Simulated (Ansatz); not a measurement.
Cr, flat triangular-type layer, relaxed and computed with two functionals in Ansatz (plane waves, PAW).

| functional | a (Å) |
|---|---|
| PBE | (withheld) |
| r²SCAN+D4 | 2.932 |

**Question.** Complete the blanks.

**Answer.** 
- PBE, a (Å): 2.915

Spin orders computed, not proven ground states: Cr, flat triangular-type layer with PBE antiferromagnetic; Cr, flat triangular-type layer with r²SCAN+D4 antiferromagnetic. All cells were relaxed under the symmetry of their starts (and spin orders); stability against distortions was not tested throughout. Constructed layers (a layer type filled with these elements): Cr, flat triangular-type layer; Cr, flat triangular-type layer.

Potentials: the later of the program's two PAW sets.

Ansatz (an electronic-structure program) is a plane-wave DFT program.
